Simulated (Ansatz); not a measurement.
HfC

```
Hf C
1.0
     0.00000    2.32500    2.32500
     2.32500    0.00000    2.32500
     2.32500    2.32500    0.00000
Hf C
1 1
Direct
  0.50000 0.50000 0.50000
  0.00000 0.00000 0.00000
```

Atoms are numbered in the order listed.

The geometry is COD entry 1539502, unchecked; take it as a test cell.

Spin–orbit coupling is left out, though it moves levels of the heavy atoms by tenths of an eV or more.

All numbers are computed: DFT, LDA, all-electron LAPW, scalar-relativistic (Ansatz 0.2.0); DFT, LDA, PAW with Ansatz's default frozen-core files, scalar-relativistic (Ansatz 0.2.0).

For LAPW: a Γ-centred 12×12×12 k mesh, Fermi–Dirac smearing of 0.05 eV, basis error target 0.25 meV/atom, no spin polarisation. PAW takes a cutoff of 420 eV at this cell (files made with PBE, cores remade for this functional). The Ansatz runs share mesh, smearing and spin set-up. Values come from LAPW unless marked.

```yaml
Pressure_at_this_cell: -11.78 GPa
Band_gap: "none: bands cross the Fermi level, a metal"
Density_of_states_at_the_Fermi_level_0.2_eV_bin: 0.24 states/eV per cell
Löwdin_charges_with_0.03_e_of_the_cell_spilling_out_of_the_atomic_basis_so_their_sizes_and_signs_hang_on_that_basis: Hf1 0.71, C2 -0.67 e
Bader_charges_from_the_PAW_run: Hf1 +1.87, C2 -1.87 e
Volume_per_atom: 12.57 Å³
```
